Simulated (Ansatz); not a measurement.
Ansatz input

```yaml
crystal:
  lattice:
    - [-1.6208886467, 1.6208886467, 1.6208886467]
    - [1.6208886467, -1.6208886467, 1.6208886467]
    - [1.6208886467, 1.6208886467, -1.6208886467]
  atoms:
    - { symbol: Au, position: [0.0, 0.0, 0.0] }
hamiltonian:
  xc: pbesol
  pseudopotentials:
    kind: paw
    azcp:
      Au: "pseudopotentials/Au.paw.azcp"
basis:
  ecutwfc: 420
  fft_grid_basis: typed
kpoints:
  mp_grid: { grid: [22, 22, 22], shift: [0, 0, 0] }
magnetization:
  spin_polarized: false
scf:
  occupations: { method: fermi_dirac, width: 0.1 }
```

Output

```
Warning: the record states the generating functional pbe (its physics header spells it `PBE`), which answers neither for hamiltonian.xc's functional nor for the pbesol family's — results may be inconsistent (PPs are generated against a specific XC)
Engine: ansatz 0.2.0, aarch64-unknown-linux-gnu
Pseudopotentials: kind: paw
Pseudopotential: Au, paw, valence charge 19, recommended cutoff 420 eV (normal) 
Functional definition: PBEsol
  exchange = pbesol_x
  correlation = pbesol_c
Crystal: 1 atoms, lattice volume = 17.034 Å³
Basis set: ecut = 420 eV, 321 PW (Γ)
Bands: 14, of which v1, the nominal top of the filled ones, is band 10 counted from 1 (9 counted from 0)
Symmetry: 48 space group operations
Space group: Im-3m (ITA 229), of the structure as read, at distance tolerance 2.6e-5 Å
k-points: 328 of 10648
Non-local potential: Au, projectors of the file, l = 0: 3, l = 1: 2, l = 2: 2, l = 3: 1
PAW form: soft (Blöchl's): semilocal exchange-correlation on the pseudo side does not see the compensation charge
PAW frozen core: Au, regenerated for the run's functional, and the local potential with it (the file was generated under x = pbe(κ = 0.804, μ = 0.2195149727645171), c = pbe(β = 0.06672455060314922))
PAW one-centre angular grid: Au, 590 points (default); XC on 64 Gauss nodes
Initial density: superposition of atomic densities (neutral atoms: chi_scale 0, normalization atom), corrected by the library's trained network
Initial wavefunctions: pseudopotential atomic-orbital guess
Functional: x = pbesol(κ = 0.804, μ = 0.12345679012345678), c = pbesol(β = 0.046)
SCF iter   1: F=—  HF=-13007.085290 eV  |F-HF|=—  |Δ(HF+E_count)|=         —  Δρ=6.54e-3  dr2=6.57e-3  ethr=1.77e-3  ⟨swp⟩=4.5  Hψ=22978  notcnv=0
SCF iter   2: F=—  HF=-13007.083761 eV  |F-HF|=—  |Δ(HF+E_count)|=   1.53e-3  Δρ=2.86e-3  dr2=1.18e-3  ethr=3.46e-5  ⟨swp⟩=1.0  Hψ=7220  notcnv=0
SCF iter   3: F=—  HF=-13007.083434 eV  |F-HF|=—  |Δ(HF+E_count)|=   3.27e-4  Δρ=5.70e-4  dr2=2.35e-5  ethr=6.19e-6  ⟨swp⟩=2.1  Hψ=5989  notcnv=0
SCF iter   4: F=—  HF=-13007.083436 eV  |F-HF|=—  |Δ(HF+E_count)|=   1.28e-6  Δρ=7.58e-5  dr2=5.82e-7  ethr=1.24e-7  ⟨swp⟩=2.1  Hψ=6068  notcnv=0
iter 5 did not close the SCF: its close was put off for the readings that it lacked (scf_convergence_deferred on its scf_iter line)
SCF iter   5: F=-13007.083436 eV  HF=-13007.083436 eV  |F-HF|=4.80e-9  |Δ(HF+E_count)|=   6.74e-8  Δρ=1.45e-5  dr2=1.80e-8  ethr=3.06e-9  ⟨swp⟩=2.0  Hψ=5837  notcnv=0
SCF iter   6: F=-13007.083436 eV  HF=-13007.083436 eV  |F-HF|=5.97e-10  |Δ(HF+E_count)|=   5.88e-9  Δρ=3.04e-6  dr2=1.13e-9  ethr=9.45e-11  ⟨swp⟩=1.0  Hψ=13561  notcnv=0
SCF 1 converged in 6 iterations: F = -13007.083436 eV  dr2 = 1.13e-9
SCF converged after 6 iterations
Free energy (F): -13007.083436 eV
Harris-Foulkes:  -13007.083436 eV  (|F-HF|=5.97e-10)
Internal energy: -13007.075519 eV  (E = F + TS)
E sigma→0 (E₀):  -13007.079478 eV
Entropy (-TS):   -0.007916 eV (-7.916 meV/atom)
Fermi energy:    20.455354 eV
--- Per-component energies (eV) ---
  E_band       = -210.550262
  E_kinetic    = 604.730670
  E_local      = -1704.443324  (includes V_loc(G=0)·N_el)
  E_nonlocal   = 77.496798
  E_hartree    = 724.952281
  E_xc         = -226.660932
  E_vxc        = -274.712824  (∫ρ·V_xc dr)
  E_paw        = -9565.660366  (= ΣΔE_a)
  E_vpaw       = -363.529091  (= ΣTr[D̂ρ^β])
  E_aug_tail   = 0.001390  (compensation charges beyond the density's cutoff)
  E_ewald      = -2917.801517
  E_core_change = 0.309479  (= ΣΔE_core)
  E_smearing   = -0.007916  (= −TS)
  E_closure    = 0.000000  (closes the sum)
  Σ components = -13007.083436   (vs F -13007.083436, Δ=0.00e0)
```
